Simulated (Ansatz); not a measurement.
Relaxed Tl (hcp, Mg type):

```
CELL_PARAMETERS angstrom
      7.21657     0.00000     0.00000
     -1.80414     3.12487     0.00000
      0.00000     0.00000     5.57421
ATOMIC_POSITIONS crystal
  Tl 0.16667 0.66667 0.75000
  Tl 0.66667 0.66667 0.75000
  Tl 0.33333 0.33333 0.25000
  Tl 0.83333 0.33333 0.25000
```

Two-dimensional scan of atom 1 (Tl, nearest neighbour Tl at 3.480 Å; its periodic images, 3.6 Å or more away, move with it): u runs along (0.707, 0.707, 0.000), v along (0.000, 0.000, 1.000) (Cartesian). Cell and other atoms are fixed.

Level of theory: PBE (plane waves to 420 eV, PAW, scalar-relativistic; Ansatz, a program for electronic structure). k mesh 6×12×7 (Γ-centred), Fermi-Dirac smearing 0.05 eV. With partly filled bands, energies and forces of such displacements shift with the k mesh and the smearing. Fu and Fv are the components of the force on the atom. Spin-orbit coupling is left out, though Tl is heavy. The relaxed volume of Tl is well above the measured one; the method has no dispersion term. Tl was relaxed with its symmetry unable to fall. 

```json
[
 {"Fu (eV/Å)": "v = -0.520", "u = -0.520": "1.34", "u = -0.260": "0.55", "u = 0.000": "-0.02", "u = 0.260": "-0.46", "u = 0.520": "___"},
 {"Fu (eV/Å)": "v = -0.260", "u = -0.520": "___", "u = -0.260": "0.44", "u = 0.000": "-0.01", "u = 0.260": "-0.39", "u = 0.520": "-0.85"},
 {"Fu (eV/Å)": "v = 0.000", "u = -0.520": "1.02", "u = -0.260": "0.43", "u = 0.000": "0.00", "u = 0.260": "-0.37", "u = 0.520": "-0.85"},
 {"Fu (eV/Å)": "v = 0.260", "u = -0.520": "___", "u = -0.260": "0.44", "u = 0.000": "-0.01", "u = 0.260": "-0.39", "u = 0.520": "-0.85"},
 {"Fu (eV/Å)": "v = 0.520", "u = -0.520": "1.34", "u = -0.260": "0.55", "u = 0.000": "-0.02", "u = 0.260": "-0.46", "u = 0.520": "___"}
]
```

Problem. Some entries are withheld; supply them.

Solution. 
- v = -0.520, u = 0.520: -0.91
- v = -0.260, u = -0.520: 1.08
- v = 0.260, u = -0.520: 1.08
- v = 0.520, u = 0.520: -0.91

(For displaced atoms, the force is minus the slope of the energy, and its curvature is a force constant, which sets phonon frequencies.)
